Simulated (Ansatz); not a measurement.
**YTe (CsCl-type structure)**

Method: PBEsol, scalar-relativistic; no spin polarisation; PAW, 420 eV, Γ-centred 8×8×8 mesh, 0.05 eV Gaussian smearing; code Ansatz. The datasets are Ansatz's generated set soft_2.

```
Y Te
1.0
     3.72643    0.00000    0.00000
     0.00000    3.72643    0.00000
     0.00000    0.00000    3.72643
Y Te
1 1
Direct
  0.00000 0.00000 0.00000
  0.50000 0.50000 0.50000
```

This is a trial structure; measured cells of the compound in the Crystallography Open Database are in space group Fm-3m (rock salt).

The cell is relaxed to zero pressure at this level.

The cell has space group Pm-3m (read at 0.01 Å). In it the stress is -0.01, -0.01, -0.01, 0.00, 0.00, 0.00 GPa and the largest force component 0.000 eV/Å. Each change below starts from this cell, without further relaxation. Stress is in GPa, positive in compression, in the order xx, yy, zz, yz, xz, xy; energies are counted from the cell above and are free energies with the smearing's entropy, which match forces and stress in a metal.

Task: One atom was moved along a Cartesian axis, and these forces appeared. Which atom, and about how far?
| atom | Fx (eV/Å) | Fy | Fz |
| --- | --- | --- | --- |
| Y1 | 0.000 | 0.000 | -0.055 |
| Te2 | 0.000 | 0.000 | 0.055 |

Result: Atom 1 (Y) is moved by 0.02 Å along z; the energy changes by 0.5 meV per cell. Moving the other atom the opposite way is the same thing.

Task: A single strain component, atoms carried along, gave the stress -0.91, -4.03, -0.91, 0.00, 0.00, 0.00. Which component, and about how large?

Result: An engineering strain of 3 % in yy; the energy changes by 20.3 meV per cell.

For elements this heavy, spin–orbit coupling would shift levels and gaps; it isn't included here. The cell is a metal with an odd number of electrons, and spin polarisation wasn't tried.
